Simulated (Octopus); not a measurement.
**WO$_{3}$ (Pm-3m, No. 221): conduction levels under hydrostatic strain**

WO$_{3}$ (Pm-3m, No. 221):
```
CELL_PARAMETERS angstrom
      3.80620     0.00000     0.00000
      0.00000     3.80620     0.00000
      0.00000     0.00000     3.80620
ATOMIC_POSITIONS crystal
  W  0.00000 0.00000 0.00000
  O  0.00000 0.00000 0.50000
  O  0.50000 0.00000 0.00000
  O  0.00000 0.50000 0.00000
```
This is not, or not surely, the usual phase at ambient conditions; the cell is a database entry, not relaxed again.

Method: LDA in Octopus 16.4; grid spacing about 0.16 Å, Γ-centred 6×6×6 k-mesh, Fermi-Dirac smearing of 0.01 eV, no spin polarisation; PseudoDojo 0.4 LDA potentials. Spin-orbit coupling is left out. The cell is scaled uniformly. Fractional coordinates stay fixed. Energies of the lowest empty band count from each cell's highest valence level among the special points, at R; they are Kohn-Sham values at fixed points of the zone. At Γ the level is degenerate.

```
scale of the cell  ln(V/V₀)  Γ (eV)  X (eV)  M (eV)
-----------------  --------  ------  ------  ------
0.955               -0.1381   0.714   0.793   5.003
0.965               -0.1069   0.675   0.749   4.783
0.975               -0.0760       ?       ?       ?
0.985               -0.0453   0.598   0.661   4.369
0.995               -0.0150   0.559   0.618   4.175
1.000                0.0000   0.540   0.596   4.080
1.010                0.0299   0.502   0.554   3.898
```

V₀ is the volume of the database cell.

**Question.** Fit each column by a quadratic in ln V through the rows shown. Give the volume deformation potentials dE/d ln V at the withheld row, and predict that row.

**Answer.** Fits: Γ: 0.540 −1.28 x −0.2 x²; X: 0.597 −1.42 x −0.0 x²; M: 4.080 −6.22 x +3.4 x², with x = ln(V/V₀). At x = -0.0760 the slopes are −1.3 eV (Γ), −1.4 eV (X), −6.7 eV (M). Predicted against computed: 0.637 against 0.637 eV, 0.705 against 0.705 eV, 4.572 against 4.572 eV.

The lowest of these levels is that at Γ in all rows.
